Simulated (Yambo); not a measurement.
G0W0@LDA for Ba2ScNbO6 (space group Fm-3m, No. 225) in Yambo. Reference settings: 2×2×2 Γ-centred k mesh, bands 3 to 219 and a 7 Ry block in the screening, 219 bands in G with the Bruneval-Gonze terminator, plasmon pole fitted at 27.2 eV. The LDA gap Γ → Γ on this mesh is 2.62 eV; G0W0 gaps are taken between the same points.

| change from the reference | G0W0 gap Γ → Γ (eV) | shift of the valence edge (eV) |
|---|---|---|
| reference settings | 4.31 | -0.40 |
| 66 bands in W, 66 bands in G, 2 Ry block | 5.08 | -0.42 |
| 129 bands in W, 129 bands in G, 6 Ry block | 4.40 | -0.27 |
| 1×1×1 mesh | 4.22 | -0.29 |
| 66 bands in W, 66 bands in G | … | -0.15 |
| wavefunctions cut at 30 Ry | 4.31 | -0.39 |
| 66 bands in W, 66 bands in G, no terminator | 4.93 | 0.21 |
| wavefunctions cut at 50 Ry | 4.31 | -0.40 |

Q: Estimate the withheld gaps from the other rows; the computed values follow.

A: 
- 66 bands in W, 66 bands in G, G0W0 gap Γ → Γ (eV): 4.71

The reference isn't shown to be the converged limit.

Spin-orbit coupling is not included.

Geometry of the Materials Project entry, not relaxed at this level; primitive cell a = b = c = 5.861 Å, α = β = γ = 60.00°.

The structure is a Materials Project entry; no match was found in the copy of COD used, and its stability was not checked.

A shift is the quasiparticle energy of the state minus its LDA energy.
